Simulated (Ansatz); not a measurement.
TaTe (rock salt, Fm-3m) under volume change, DFT-r²SCAN in the program Ansatz with PAW potentials, scaled uniformly.

```tsv
V (Å³/atom)	E − E(relaxed) (meV/atom)	P (GPa)
20.696	79.2	13.43
21.379	33.6	8.19
22.061	8.2	3.83
22.743	0.0	0.13
23.425	6.4	-3.05
24.108	25.3	-5.77
24.790	55.0	-8.08
```

Problem. What does a third-order Birch–Murnaghan fit give for V₀, B₀ and B′?

Solution. V₀ = 22.76 Å³/atom, B₀ = 114 GPa, B′ = 4.4.

The start of the workflow was typed in or built on a structure type; neither database checked (COD, Materials Project) lists it. Its standing as an ambient phase is unchecked. Symmetry was held in the r²SCAN relaxation. At this level the phase is mechanically unstable. No spin polarisation was allowed. Its formation energy is positive at this level, so the cell may be metastable or incomplete. Scalar-relativistic: spin–orbit coupling is off unless named, which matters more the heavier the elements.

Potentials: the later of the program's two PAW sets.
